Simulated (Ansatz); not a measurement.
Ansatz input

```yaml
crystal:
  lattice:
    - [5.3950284415, 0.0, 0.0]
    - [0.0, 5.3950284415, 0.0]
    - [0.0, 0.0, 5.3950284415]
  atoms:
    - { symbol: Se, position: [0.0, 1.0, 0.0] }
    - { symbol: Se, position: [0.5, 0.5, 0.5] }
    - { symbol: Se, position: [0.25, 1.0, 0.5] }
    - { symbol: Se, position: [0.75, 0.0, 0.5] }
    - { symbol: Se, position: [0.5, 0.25, 0.0] }
    - { symbol: Se, position: [0.5, 0.75, 0.0] }
    - { symbol: Se, position: [1.0, 0.5, 0.25] }
    - { symbol: Se, position: [1.0, 0.5, 0.75] }
hamiltonian:
  xc: pbesol
  pseudopotentials:
    kind: paw
    azcp:
      Se: "pseudopotentials/Se.paw.azcp"
basis:
  ecutwfc: 420
  fft_grid_basis: typed
kpoints:
  mp_grid: { grid: [6, 6, 6], shift: [0, 0, 0] }
magnetization:
  spin_polarized: false
scf:
  occupations: { method: fermi_dirac, width: 0.1 }
```

Output

```
Warning: the record states the generating functional pbe (its physics header spells it `PBE`), which answers neither for hamiltonian.xc's functional nor for the pbesol family's — results may be inconsistent (PPs are generated against a specific XC)
Engine: ansatz 0.2.0, aarch64-unknown-linux-gnu
Pseudopotentials: kind: paw
Pseudopotential: Se, paw, valence charge 16, recommended cutoff 420 eV (normal) 
Functional definition: PBEsol
  exchange = pbesol_x
  correlation = pbesol_c
Crystal: 8 atoms, lattice volume = 157.029 Å³
Basis set: ecut = 420 eV, 3071 PW (Γ)
Bands: 72, of which v1, the nominal top of the filled ones, is band 64 counted from 1 (63 counted from 0)
Symmetry: 48 space group operations
Space group: Pm-3n (ITA 223), of the structure as read, at distance tolerance 5.4e-5 Å
k-points: 20 of 216
Non-local potential: Se, projectors of the file, l = 0: 2, l = 1: 2, l = 2: 3, l = 3: 1
PAW form: soft (Blöchl's): semilocal exchange-correlation on the pseudo side does not see the compensation charge
PAW frozen core: Se, regenerated for the run's functional, and the local potential with it (the file was generated under x = pbe(κ = 0.804, μ = 0.2195149727645171), c = pbe(β = 0.06672455060314922))
PAW one-centre angular grid: Se, 590 points (default); XC on 64 Gauss nodes
Initial density: superposition of atomic densities (neutral atoms: chi_scale 0, normalization atom), corrected by the library's trained network
Initial wavefunctions: pseudopotential atomic-orbital guess
Functional: x = pbesol(κ = 0.804, μ = 0.12345679012345678), c = pbesol(β = 0.046)
SCF iter   1: F=—  HF=-43388.671482 eV  |F-HF|=—  |Δ(HF+E_count)|=         —  Δρ=3.04e-3  dr2=1.86e-2  ethr=1.77e-3  ⟨swp⟩=6.7  Hψ=10963  notcnv=0  defer=31
automatic band count: the SCF goes on with 80 bands, as 72 were too few: the levels above may hold too much charge
SCF iter   2: F=—  HF=-43388.664625 eV  |F-HF|=—  |Δ(HF+E_count)|=   6.86e-3  Δρ=1.86e-3  dr2=6.81e-3  ethr=1.46e-5  ⟨swp⟩=2.5  Hψ=2991  notcnv=0  defer=41
SCF iter   3: F=—  HF=-43388.664264 eV  |F-HF|=—  |Δ(HF+E_count)|=   3.61e-4  Δρ=6.50e-4  dr2=8.79e-4  ethr=5.32e-6  ⟨swp⟩=1.6  Hψ=1569  notcnv=0  defer=41
SCF iter   4: F=—  HF=-43388.664195 eV  |F-HF|=—  |Δ(HF+E_count)|=   6.93e-5  Δρ=1.27e-4  dr2=1.70e-5  ethr=6.86e-7  ⟨swp⟩=2.0  Hψ=2012  notcnv=0  defer=41
SCF iter   5: F=—  HF=-43388.664198 eV  |F-HF|=—  |Δ(HF+E_count)|=   3.13e-6  Δρ=2.91e-5  dr2=1.50e-6  ethr=1.33e-8  ⟨swp⟩=2.0  Hψ=2835  notcnv=0  defer=41
SCF iter   6: F=—  HF=-43388.664196 eV  |F-HF|=—  |Δ(HF+E_count)|=   2.00e-6  Δρ=1.25e-5  dr2=2.56e-7  ethr=1.17e-9  ⟨swp⟩=2.0  Hψ=2837  notcnv=0  defer=41
SCF iter   7: F=-43388.664196 eV  HF=-43388.664196 eV  |F-HF|=3.12e-8  |Δ(HF+E_count)|=  2.91e-10  Δρ=2.98e-6  dr2=1.79e-8  ethr=7.81e-11  ⟨swp⟩=3.1  Hψ=3883  notcnv=0
SCF 1 converged in 7 iterations: F = -43388.664196 eV  dr2 = 1.79e-8
SCF converged after 7 iterations
Free energy (F): -43388.664196 eV
Harris-Foulkes:  -43388.664196 eV  (|F-HF|=3.12e-8)
Internal energy: -43388.387773 eV  (E = F + TS)
E sigma→0 (E₀):  -43388.525984 eV
Entropy (-TS):   -0.276424 eV (-34.553 meV/atom)
Fermi energy:    11.566826 eV
--- Per-component energies (eV) ---
  E_band       = -2701.663901
  E_kinetic    = 937.386808
  E_local      = -16304.330164  (includes V_loc(G=0)·N_el)
  E_nonlocal   = -4726.783418
  E_hartree    = 8223.763161
  E_xc         = -822.910138
  E_vxc        = -779.848344  (∫ρ·V_xc dr)
  E_paw        = -14951.395194  (= ΣΔE_a)
  E_vpaw       = 1724.378178  (= ΣTr[D̂ρ^β])
  E_aug_tail   = -0.004715  (compensation charges beyond the density's cutoff)
  E_ewald      = -15752.181716
  E_core_change = 8.067603  (= ΣΔE_core)
  E_smearing   = -0.276424  (= −TS)
  E_closure    = 0.000000  (closes the sum)
  Σ components = -43388.664196   (vs F -43388.664196, Δ=0.00e0)
```

Command:

```sh
ansatz run input.yaml --threads 4 --pin off --max-ram 8192MiB --backend cpu --events-out ev --progress --plain --runs-dir out
```

On 4 threads of Arm Neoverse V1 (shared host) this took about 4.2 s of wall time and 16 s of CPU time, with 0.62 GiB at the peak.
